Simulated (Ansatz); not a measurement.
Cs$_{2}$NaAlH$_{6}$:
```cif
data_H24Al4Cs8Na4
_chemical_formula_sum 'Cs8 Na4 Al4 H24'
_space_group_name_H-M_alt 'Fm-3m'
_space_group_IT_number 225
_space_group_name_Hall '-F 4 2 3'
_cell_length_a 8.59254
_cell_length_b 8.59254
_cell_length_c 8.59254
_cell_angle_alpha 90.000
_cell_angle_beta 90.000
_cell_angle_gamma 90.000
loop_
_atom_site_label
_atom_site_type_symbol
_atom_site_symmetry_multiplicity
_atom_site_Wyckoff_symbol
_atom_site_fract_x
_atom_site_fract_y
_atom_site_fract_z
_atom_site_occupancy
Cs1 Cs 8 c 0.25000 0.25000 0.25000 1
Na1 Na 4 b 0.50000 0.50000 0.50000 1
Al1 Al 4 a 0.00000 0.00000 0.00000 1
H1 H 24 e 0.00000 0.00000 0.20834 1
```
(The calculation used a cell of 10 atoms; values per cell refer to that cell.)

Relaxed with r²SCAN.

Q: Which orbitals make up the states near the band edges in r²SCAN in the plane-wave PAW code Ansatz?

A: Top 1 eV of the valence band: H 1s 90 %. Bottom 1 eV of the conduction band: Al 3s 35 %, Na 3s 33 %, Cs 6s 18 %. Projections are on Löwdin-orthogonalised atomic valence shells; empty p or d shells of many metals are not among them.

Q: Tabulate the density of states.

A: States/eV per cell of 10 atoms, in 0.25 eV bins, energy from the valence-band maximum.

```csv
E (eV),total,Cs 5p,H 1s,Al 3p
-7.85,11.03,9.66,0.54,0.43
-7.60,9.74,9.04,0.25,0.25
-7.35,11.36,11.04,0.11,0.12
-7.10,9.29,9.24,0.01,0.02
-6.85,0.00,0.00,0.00,0.00
-6.60,0.00,0.00,0.00,0.00
-6.35,0.00,0.00,0.00,0.00
-6.10,0.00,0.00,0.00,0.00
-5.85,0.00,0.00,0.00,0.00
-5.60,0.12,0.01,0.05,0.00
-5.35,0.47,0.07,0.19,0.00
-5.10,1.21,0.25,0.48,0.00
-4.85,5.97,1.36,2.53,0.00
-4.60,0.23,0.05,0.10,0.00
-4.35,0.00,0.00,0.00,0.00
-4.10,0.00,0.00,0.00,0.00
-3.85,0.00,0.00,0.00,0.00
-3.60,0.00,0.00,0.00,0.00
-3.35,0.00,0.00,0.00,0.00
-3.10,0.00,0.00,0.00,0.00
-2.85,0.00,0.00,0.00,0.00
-2.60,0.38,0.00,0.21,0.11
-2.35,5.11,0.21,2.87,1.50
-2.10,6.30,0.40,3.62,1.88
-1.85,9.39,0.69,5.54,2.91
-1.60,2.83,0.27,1.66,0.87
-1.35,0.00,0.00,0.00,0.00
-1.10,0.00,0.00,0.00,0.00
-0.85,2.18,0.11,1.68,0.01
-0.60,3.73,0.11,3.16,0.04
-0.35,7.51,0.09,7.06,0.02
-0.10,2.59,0.02,2.49,0.00
0.15,0.00,0.00,0.00,0.00
0.40,0.00,0.00,0.00,0.00
0.65,0.00,0.00,0.00,0.00
0.90,0.00,0.00,0.00,0.00
1.15,0.00,0.00,0.00,0.00
1.40,0.00,0.00,0.00,0.00
1.65,0.00,0.00,0.00,0.00
1.90,0.00,0.00,0.00,0.00
2.15,0.00,0.00,0.00,0.00
2.40,0.00,0.00,0.00,0.00
2.65,0.00,0.00,0.00,0.00
2.90,0.08,0.00,0.00,0.00
3.15,0.19,0.00,0.00,0.00
3.40,0.29,0.00,0.01,0.01
3.65,0.40,0.00,0.01,0.02
3.90,0.66,0.01,0.02,0.06
4.15,1.38,0.01,0.05,0.24
4.40,1.78,0.01,0.09,0.30
4.65,2.97,0.01,0.12,0.30
4.90,2.34,0.01,0.07,0.11
5.15,3.78,0.01,0.18,0.26
5.40,3.66,0.01,0.22,0.28
5.65,4.81,0.01,0.26,0.33
5.90,7.42,0.02,0.33,0.43
6.15,4.88,0.01,0.24,0.35
6.40,3.11,0.01,0.18,0.20
6.65,7.80,0.01,0.41,0.26
6.90,6.66,0.01,0.24,0.18
7.15,5.60,0.01,0.23,0.13
7.40,5.41,0.01,0.20,0.12
```

The workflow started from a Materials Project entry (that database holds measured and hypothetical structures alike); the Crystallography Open Database copy checked does not list it. Whether it is the stable phase at ambient conditions was not checked. The r²SCAN relaxation kept the symmetry of its start; its stability against distortions is not shown here. Spin–orbit coupling is left out wherever it is not named.

Potentials: the later of the program's two PAW sets.
